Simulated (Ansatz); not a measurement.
## HfO2: pressure against volume

Reference cell: a COD entry, whose atoms a relaxation with PBE at fixed cell left in place.

```xyz
3
Lattice="0.0000 2.5575 2.5575 2.5575 0.0000 2.5575 2.5575 2.5575 0.0000" Properties=species:S:1:pos:R:3 pbc="T T T"
Hf    0.0000    0.0000    0.0000
O     1.2788    1.2788    1.2788
O     3.8363    3.8363    3.8363
```

Atoms are numbered from 1 in the order listed; like atoms form one site, named after its first atom.

All values are calculated (Ansatz; DFT, PBE, plane waves and PAW, scalar-relativistic, 420 eV cutoff, Γ-centred 10×10×10 k-points, Fermi–Dirac smearing 0.02 eV), not measured.

The cell is scaled uniformly, and the ions relax again at each size.

| V/V₀ | pressure (GPa) | gap on the k-mesh (eV) |
| --- | --- | --- |
| 0.94 | 14.2 | 3.87 |
| 0.96 | ? | ? |
| 0.98 | 2.5 | 3.77 |
| 1.00 | -2.5 | 3.72 |
| 1.02 | -6.9 | 3.67 |
| 1.04 | -11.0 | 3.62 |
| 1.06 | -14.6 | 3.57 |

Task: Estimate the row at V/V₀ = 0.96 and the bulk modulus.

Result: pressure (GPa): 8.0; gap on the k-mesh (eV): 3.82. Worked: a parabola in ln(V/V₀) through the other 6 rows gives 8.1 GPa there. It crosses zero pressure at V/V₀ = 0.990, the equilibrium volume of this functional, where the bulk modulus is B = −dP/d ln V = 247 GPa. The gap falls as the cell grows, by 0.025 eV per per cent of volume.

This high-symmetry form of HfO2 is unstable when cold, to shifts of the oxygen columns, towards the tetragonal form. The symmetry of the cell holds that distortion back, wholly or in part, and it would change the field gradients, the more the larger the distortion.
